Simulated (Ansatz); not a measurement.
Relaxed candidate structures of Ga2O3:

A. R-3c, hexagonal axes (No. 167), hR10, corundum type; a = b = 5.0577 Å, c = 13.6232 Å, α = β = 90.00°, γ = 120.00°; Ga 12c (0.000, 0.000, 0.144); O 18e (0.303, 0.303, 0.250)

B. C2/m (No. 12), mS20; a = 12.4552 Å, b = 3.0835 Å, c = 5.8776 Å, α = γ = 90.00°, β = 103.70°; Ga 4i (0.090, 0.000, 0.795); Ga 4i (0.158, 0.500, 0.314); O 4i (0.163, 0.000, 0.109); O 4i (0.174, 0.000, 0.564); O 4i (0.496, 0.000, 0.257)

Task: Put the candidates in order of energy per atom, lowest first, for PBE (plane waves to 420 eV, PAW, scalar-relativistic; Ansatz, a first-principles code).

Result: B (reference, the lowest among the structures calculated here), A (+0.030 eV/atom)

Task: Give each candidate's band gap.

Result: No candidate is metallic. A: 2.40 eV (no spin-orbit coupling); B: 2.01 eV (no spin-orbit coupling).

Each run could gain symmetry but not lose that of its start, so entries can be saddle points.  Energies are at zero temperature and pressure, without zero-point motion. No spin polarisation in the result. Gaps of cells over 8 atoms come from the SCF mesh and high-symmetry points alone.
